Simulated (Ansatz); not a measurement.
BN:
Space group P6₃/mmc (No. 194); a = 2.5064 Å, b = 2.5064 Å, c = 6.6171 Å, α = 90.00°, β = 90.00°, γ = 120.00°

| atom | site | symmetry | x | y | z |
|---|---|---|---|---|---|
| B | 2c | -6m2 | 0.3333 | 0.6667 | 0.2500 |
| N | 2d | -6m2 | 0.6667 | 0.3333 | 0.2500 |

Relaxed at zero pressure with plane-wave PAW PBE+D3(BJ) (Ansatz code).

The volume is lowered by 3 % and shape and atoms relax at that volume. What pressure results, and how do the axes share the change?

1.0 GPa; a -0.1 %, b -0.1 %, c -2.8 %; the energy rises by 1 meV/atom.

Give the new structure.


Space group P6₃/mmc (No. 194); a = b = 2.504 Å, c = 6.430 Å, α = β = 90.00°, γ = 120.00°

```tsv
atom	site	symmetry	x	y	z
B	2c	-6m2	0.3333	0.6667	0.2500
N	2d	-6m2	0.6667	0.3333	0.2500
```

The phase is kept; no other phase was compared at this pressure.

Space group P6_3/mmc. Symmetry was held in the PBE+D3(BJ) relaxation; phonons on a q-mesh show no instability.

Potentials: the later of the program's two PAW sets.
